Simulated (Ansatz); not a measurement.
**Zn: energy along a strain**

Zn, Im-3m, a = 3.138 Å (as given, not relaxed at this level: -5.1 GPa). This isn't the element's structure at ambient conditions. Ansatz: PBEsol, PAW, 420 eV, Γ-centred 22×22×22 mesh on 1 atom, Gaussian smearing 0.15 eV; no spin polarisation. Cell vectors (Å): -1.569 1.569 1.569; 1.569 -1.569 1.569; 1.569 1.569 -1.569. The cell is strained by x per cent times the pattern (0 0 0 0 0 1) in the order xx yy zz yz xz xy (engineering shears), with fractional coordinates held. y is the free energy over the start, V0 = 15.451 Å³/atom. Symmetry makes y even in x.

```tsv
x (%)	y (meV/atom)
-4.00	?
-2.00	-0.16
0.00	0.00
0.50	-0.01
1.00	-0.05
1.50	-0.10
2.50	-0.22
3.00	-0.25
3.50	-0.27
```

**Question.** Fit y = c2 x² + c4 x⁴ to the other rows, get the stiffness along the pattern, and predict the missing energy.

**Answer.** Least squares on the rows shown. y = −0.04824 x² + 0.002164 x⁴. The clamped-ion stiffness p·C·p = 2 × -0.4824 eV × 160.2 / 15.451 Å³ = -10.0 GPa, which is C66 in these axes (C44 of the cubic crystal) (second derivative at the start, which stands under stress). With a term in x⁶ added, the coefficient of x² becomes -0.05235, 9 % more, which shows how far this figure hangs on the form. At x = -4.00 the fit asked for gives -0.22 meV/atom. The run gave -0.28 meV/atom, so the fit is 0.06 meV/atom too high, small in itself but 21 % of the span of the series.